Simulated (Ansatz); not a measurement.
Input, command and steps of an Ansatz relaxation.

```yaml
crystal:
  lattice:
    - [0.0, 4.2229805104, 4.2620401162]
    - [2.4965365308, 0.0, 4.2620401162]
    - [2.4965365308, 4.2229805104, 0.0]
  atoms:
    - { symbol: Li, position: [0.3027442709, 0.6972557291, 0.0] }
    - { symbol: Li, position: [0.6972557291, 0.3027442709, 0.0] }
    - { symbol: Li, position: [0.25, 0.25, 0.9472557291] }
    - { symbol: Li, position: [0.25, 0.25, 0.5527442709] }
    - { symbol: Li, position: [0.5226320085, 0.5226320085, 0.4773679915] }
    - { symbol: Li, position: [0.7726320085, 0.7726320085, 0.7273679915] }
    - { symbol: O, position: [0.0, 0.0, 0.5] }
    - { symbol: O, position: [0.75, 0.75, 0.25] }
basis:
  ecutwfc: 420
kpoints:
  mp_grid: { grid: [4, 4, 4] }
hamiltonian:
  xc: pbe
scf:
  occupations: { method: gaussian, width: 0.1 }
  lower_state_search: "off"
output:
  forces: true
  stress: true
  eigenvalues: true
relax:
  adjacent_minimum: "off"
  f_tol: 0.04
  max_steps: 70
  cell: { stress_tol: 0.4 }
```

```bash
ansatz run input.yaml --threads 1 --pin off --max-ram 2560MiB --backend cpu --events-out ev --progress --plain --runs-dir out
```

The calculation used DFT PBE, scalar-relativistic, plane waves, PAW in Ansatz.

Of 27 frames 10 are shown, positions in Å and forces in eV/Å; the SCF threshold varies from step to step. Steps run on the plane waves of an earlier cell, with a Pulay correction in the pressure. The basis is chosen afresh for the last frame, the zero of the energies, and at times for earlier ones too; energy and pressure step there, also at an unchanged geometry. Here that happened at steps 9 (-20 meV/atom, 1.6 GPa), 15 (-10 meV/atom, 0.6 GPa), 21 (-11 meV/atom, 0.7 GPa), 25 (-2 meV/atom, 0.2 GPa); the frames before carry an error of that size.

```xyz
8
Lattice="0.0000 4.2230 4.2620 2.4965 0.0000 4.2620 2.4965 4.2230 0.0000" Properties=species:S:1:pos:R:3:forces:R:3 pbc="T T T" step=1 free_energy_over_end_meV_per_atom=884.30 pressure_GPa=3.25
Li    1.7407    1.2785    4.2620    2.8725   -1.2274   -0.9604
Li    0.7558    2.9445    4.2620   -2.8725    1.2274   -0.9604
Li    2.9890    5.0560    2.1310    2.8725    1.2274   -0.9604
Li    2.0041    3.3900    2.1310   -2.8725   -1.2274   -0.9604
Li    2.4965    4.2230    4.4550    0.0000    0.0000    1.6893
Li    3.7448    6.3345    6.5860    0.0000    0.0000    1.6893
O     1.2483    2.1115    0.0000    0.0000    0.0000    0.2315
O     2.4965    4.2230    6.3931    0.0000    0.0000    0.2315
8
Lattice="0.0000 4.0508 4.3203 2.5739 0.0000 4.3203 2.5739 4.0508 0.0000" Properties=species:S:1:pos:R:3:forces:R:3 pbc="T T T" step=4 free_energy_over_end_meV_per_atom=178.17 pressure_GPa=2.79
Li    2.3322    1.2001    4.0596    0.4634   -0.1660   -0.2259
Li    0.2417    2.8508    4.0596   -0.4634    0.1660   -0.2259
Li    3.6191    4.8762    1.8994    0.4634    0.1660   -0.2259
Li    1.5286    3.2255    1.8994   -0.4634   -0.1660   -0.2259
Li    2.5739    4.0508    4.7785    0.0000    0.0000   -0.0509
Li    3.8608    6.0763    6.9386    0.0000    0.0000   -0.0509
O     1.2869    2.0254    0.2590    0.0000    0.0000    0.5029
O     2.5739    4.0508    6.7395    0.0000    0.0000    0.5029
8
Lattice="0.0000 3.9286 4.1546 2.9443 0.0000 4.1546 2.9443 3.9286 0.0000" Properties=species:S:1:pos:R:3:forces:R:3 pbc="T T T" step=7 free_energy_over_end_meV_per_atom=87.64 pressure_GPa=0.21
Li    2.8555    1.1793    3.8992    0.0486    0.0083   -0.0193
Li    0.0888    2.7493    3.8992   -0.0486   -0.0083   -0.0193
Li    4.3277    4.7136    1.8219    0.0486   -0.0083   -0.0193
Li    1.5609    3.1436    1.8219   -0.0486    0.0083   -0.0193
Li    2.9443    3.9286    4.5557    0.0000    0.0000   -0.0066
Li    4.4165    5.8929    6.6330    0.0000    0.0000   -0.0066
O     1.4722    1.9643    0.2979    0.0000    0.0000    0.0452
O     2.9443    3.9286    6.5299    0.0000    0.0000    0.0452
8
Lattice="0.0000 3.9392 4.0038 3.1471 0.0000 4.0038 3.1471 3.9392 0.0000" Properties=species:S:1:pos:R:3:forces:R:3 pbc="T T T" step=10 free_energy_over_end_meV_per_atom=56.09 pressure_GPa=1.08
Li    3.1333    1.1941    3.7743    0.0045   -0.0116    0.0004
Li    0.0138    2.7451    3.7743   -0.0045    0.0116    0.0004
Li    4.7069    4.7147    1.7724    0.0045    0.0116    0.0004
Li    1.5874    3.1637    1.7724   -0.0045   -0.0116    0.0004
Li    3.1471    3.9392    4.3622    0.0000    0.0000    0.0013
Li    4.7207    5.9088    6.3641    0.0000    0.0000    0.0013
O     1.5736    1.9696    0.2818    0.0000    0.0000   -0.0021
O     3.1471    3.9392    6.2876    0.0000    0.0000   -0.0021
8
Lattice="0.0000 4.1015 3.7393 3.4824 0.0000 3.7393 3.4824 4.1015 0.0000" Properties=species:S:1:pos:R:3:forces:R:3 pbc="T T T" step=13 free_energy_over_end_meV_per_atom=49.47 pressure_GPa=-0.41
Li    3.6324    1.2012    3.5764    0.0809    0.0487   -0.0078
Li   -0.1501    2.9003    3.5764   -0.0809   -0.0487   -0.0078
Li    5.3736    4.9511    1.7067    0.0809   -0.0487   -0.0078
Li    1.5911    3.2520    1.7067   -0.0809    0.0487   -0.0078
Li    3.4824    4.1015    3.9779    0.0000    0.0000    0.0950
Li    5.2235    6.1523    5.8476    0.0000    0.0000    0.0950
O     1.7412    2.0508    0.2567    0.0000    0.0000   -0.0793
O     3.4824    4.1015    5.8657    0.0000    0.0000   -0.0793
8
Lattice="0.0000 4.0886 3.7552 3.4614 0.0000 3.7552 3.4614 4.0886 0.0000" Properties=species:S:1:pos:R:3:forces:R:3 pbc="T T T" step=15 free_energy_over_end_meV_per_atom=38.35 pressure_GPa=0.64
Li    3.6135    1.2025    3.5868    0.0001    0.0016    0.0004
Li   -0.1521    2.8861    3.5868   -0.0001   -0.0016    0.0004
Li    5.3442    4.9304    1.7093    0.0001   -0.0016    0.0004
Li    1.5786    3.2468    1.7093   -0.0001    0.0016    0.0004
Li    3.4614    4.0886    4.0091    0.0000    0.0000    0.0015
Li    5.1921    6.1329    5.8867    0.0000    0.0000    0.0015
O     1.7307    2.0443    0.2527    0.0000    0.0000   -0.0023
O     3.4614    4.0886    5.8855    0.0000    0.0000   -0.0023
8
Lattice="0.0000 4.2076 3.4842 3.8295 0.0000 3.4842 3.8295 4.2076 0.0000" Properties=species:S:1:pos:R:3:forces:R:3 pbc="T T T" step=18 free_energy_over_end_meV_per_atom=24.90 pressure_GPa=0.27
Li    4.1876    1.1843    3.3844   -0.0002   -0.0352    0.0165
Li   -0.3581    3.0232    3.3844    0.0002    0.0352    0.0165
Li    6.1023    5.1270    1.6424   -0.0002    0.0352    0.0165
Li    1.5567    3.2881    1.6424    0.0002   -0.0352    0.0165
Li    3.8295    4.2076    3.6166    0.0000    0.0000   -0.0533
Li    5.7442    6.3114    5.3586    0.0000    0.0000   -0.0533
O     1.9147    2.1038    0.2248    0.0000    0.0000    0.0203
O     3.8295    4.2076    5.4510    0.0000    0.0000    0.0203
8
Lattice="0.0000 4.2438 3.3540 4.0075 0.0000 3.3540 4.0075 4.2438 0.0000" Properties=species:S:1:pos:R:3:forces:R:3 pbc="T T T" step=21 free_energy_over_end_meV_per_atom=10.58 pressure_GPa=0.75
Li    4.5019    1.1255    3.2995    0.0008   -0.0018   -0.0025
Li   -0.4943    3.1183    3.2995   -0.0008    0.0018   -0.0025
Li    6.5057    5.2402    1.6225    0.0008    0.0018   -0.0025
Li    1.5094    3.2474    1.6225   -0.0008   -0.0018   -0.0025
Li    4.0075    4.2438    3.4065    0.0000    0.0000   -0.0022
Li    6.0113    6.3656    5.0835    0.0000    0.0000   -0.0022
O     2.0038    2.1219    0.2084    0.0000    0.0000    0.0073
O     4.0075    4.2438    5.2394    0.0000    0.0000    0.0073
8
Lattice="0.0000 4.2958 3.2179 4.3174 0.0000 3.2179 4.3174 4.2958 0.0000" Properties=species:S:1:pos:R:3:forces:R:3 pbc="T T T" step=24 free_energy_over_end_meV_per_atom=3.05 pressure_GPa=0.05
Li    5.0197    1.0368    3.1956    0.0068    0.0046    0.0012
Li   -0.7023    3.2590    3.1956   -0.0068   -0.0046    0.0012
Li    7.1784    5.4069    1.5866    0.0068   -0.0046    0.0012
Li    1.4564    3.1847    1.5866   -0.0068    0.0046    0.0012
Li    4.3174    4.2958    3.2085    0.0000    0.0000   -0.0097
Li    6.4761    6.4437    4.8174    0.0000    0.0000   -0.0097
O     2.1587    2.1479    0.1998    0.0000    0.0000    0.0073
O     4.3174    4.2958    5.0267    0.0000    0.0000    0.0073
8
Lattice="0.0000 4.3171 3.1984 4.3807 0.0000 3.1984 4.3807 4.3171 0.0000" Properties=species:S:1:pos:R:3:forces:R:3 pbc="T T T" step=27 free_energy_over_end_meV_per_atom=0.00 pressure_GPa=0.05
Li    5.1283    1.0200    3.1790   -0.0001   -0.0055    0.0001
Li   -0.7476    3.2971    3.1790    0.0001    0.0055    0.0001
Li    7.3187    5.4557    1.5798   -0.0001    0.0055    0.0001
Li    1.4428    3.1785    1.5798    0.0001   -0.0055    0.0001
Li    4.3807    4.3171    3.1803    0.0000    0.0000    0.0035
Li    6.5711    6.4757    4.7795    0.0000    0.0000    0.0035
O     2.1904    2.1586    0.2015    0.0000    0.0000   -0.0036
O     4.3807    4.3171    4.9991    0.0000    0.0000   -0.0036
```

The start is a random arrangement. The cell swells from 11.2 to 15.1 Å³ an atom, so the end can be far from any stable crystal. At the end the space group is Fdd2 (tolerance 0.05 Å).

The run took 83 s on 1 thread of Intel(R) Xeon(R) 6975P-C (Granite Rapids) (shared host), peak memory 0.38 GiB.

The k mesh is coarse. Spin polarisation was left out, and a magnetic state may lie lower.